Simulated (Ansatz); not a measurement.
## Which starts lead to the lowest TiMoSe4 cell?

Theory: DFT PBE, scalar-relativistic, plane waves, PAW (Ansatz). The screen uses 420 eV, coarse Γ-centred meshes (up to 0.6 Å⁻¹ on the start cell), Gaussian smearing of 0.15 eV, tolerances of 0.08 eV/Å and 0.8 GPa and 16 steps at most, with the symmetry of each start kept. Magnetic atoms start with parallel moments. Energies are free energies per atom, good to about 0.1 eV/atom between metallic cells, end volumes are rough, and groups of ends are read at 0.1 Å.

The candidates are structure types from databases with the species swapped, cells proposed by chemical analogy and random cells on Wyckoff sites, with guessed sizes. Not shown: 5 further candidates, unfinished, in doubt or set aside.

| # | made from | sites | V start (Å³/atom) |
| --- | --- | --- | --- |
| 1 | random sites (P-43m) | Ti 1a; Mo 1b; Se 4e | 24.3 |
| 2 | H4BrN cell (P-43m) | Ti 1b; Mo 1a; Se 4e | 20.5 |
| 3 | proposed by analogy (P3m1) | Ti 1a; Mo 1b; Se 1b, 1c, 1a, 1a | 23.1 |
| 4 | MnFeSi4 cell (P4/mmm) | Ti 1b; Mo 1a; Se 2h, 2h | 21.8 |
| 5 | LiBH4 cell (F-43m) | Ti 4a; Mo 4b; Se 16e | 22.6 |
| 6 | NbWSe4 cell (P-6m2) | Ti 1b; Mo 1e; Se 2i, 2g | 22.2 |
| 7 | proposed by analogy (P2/m) | Ti 1a; Mo 1e; Se 2m, 2n | 23.1 |
| 8 | SrCaSi4 cell (P-3m1) | Ti 1a; Mo 1b; Se 2d, 2d | 28.3 |
| 9 | Be4SiNi cell (F-43m) | Ti 4c; Mo 4a; Se 16e | 23.4 |
| 10 | random sites (P4/mmm) | Ti 1a; Mo 1c; Se 4k | 27.1 |
| 11 | NdGaCo4 cell (P-6m2) | Ti 1a; Mo 1c; Se 1e, 3k | 24.2 |
| 12 | random sites (I4/mmm) | Ti 2b; Mo 2a; Se 4c, 4d | 25.5 |
| 13 | TlBiF4 cell (P4/mmm) | Ti 1d; Mo 1a; Se 4i | 23.1 |
| 14 | proposed by analogy (P-6m2) | Ti 1a; Mo 1d; Se 2h, 2g | 23.1 |
| 15 | random sites (P6/mmm) | Ti 1b; Mo 1a; Se 2c, 2d | 28.3 |
| 16 | proposed by analogy (Pmma) | Ti 2e; Mo 2f; Se 4j, 4i | 23.1 |
| 17 | proposed by analogy (P-3m1) | Ti 1a; Mo 1b; Se 2d, 2d | 23.1 |
| 18 | LaInPt4 cell (F-43m) | Ti 4a; Mo 4c; Se 16e | 22.9 |
| 19 | HfZrFe4 cell (F-43m) | Ti 4d; Mo 4a; Se 16e | 26.0 |
| 20 | random sites (P6/mmm) | Ti 1b; Mo 1a; Se 2d, 2e | 24.7 |
| 21 | TaWSe4 cell (P-6m2) | Ti 1f; Mo 1e; Se 2h, 2g | 22.4 |

Problem. Which candidates end lowest after the short relaxation, and how do the others rank?

Solution. The lowest end has space group P3m1 (No. 156) and 23.4 Å³/atom; only candidate 3 reaches it. The lowest start before relaxing, candidate 3, is that one. 2 other ends lie within 0.1 eV/atom of it, so the top isn't resolved yet.

```
 #  E start (eV/atom)  E end (eV/atom)  end group  V end (Å³/atom)  finished  same end as
 3               0.01             0.00       P3m1             23.4       yes            -
 6               0.07             0.05      P-6m2             24.1       yes            -
21               0.07             0.05      P-6m2             24.1       yes            -
14               0.06             0.05      P-6m2             23.4       yes            6
16               0.12             0.11       Pmma             24.0       yes            -
 7               0.14             0.13       P2/m             22.8       yes            -
17               0.15             0.14      P-3m1             23.5       yes            -
 8               2.09             0.14      P-3m1             23.3       yes           17
 4               0.53             0.33     P4/mmm             21.8       yes            -
13               0.95             0.49     P4/mmm             21.0       yes            -
 2              38.13             0.62      P-43m             28.0       yes            -
 1               0.74             0.62      P-43m             27.8       yes            2
10               1.25             0.83     P4/mmm             20.9       yes            -
20               3.24             1.10     P6/mmm             31.5       yes            -
15               1.86             1.15     P6/mmm             18.8       yes            -
12               2.45             1.33     I4/mmm             23.9       yes            -
11               1.69             1.37      P-6m2             20.1       yes            -
 5               6.65             1.44      F-43m             38.2       yes            -
19               2.03             1.84      F-43m             19.7       yes            -
18               1.90             1.84      F-43m             19.6       yes           19
 9               1.92             1.84      F-43m             19.9       yes           19
```

Energies count from the lowest end; groups are read at 0.1 Å. Ends are matched loosely, so a merged end can be a slightly distorted copy, and ends listed apart can be strained forms of one structure.

Weakly bound directions are ill-defined at this level, which has no dispersion term (P3m1, P-6m2 at 24.1 Å³/atom, Pmma), and this can change margins and order among such cells. The starting moments died out in the four lowest ends; another start or a finer mesh might hold them. The runs shown took about 35 CPU minutes on Intel(R) Xeon(R) Processor @ 2.70GHz, a shared host. Some candidate types were left out of the draw beforehand, so a known form may be missing.
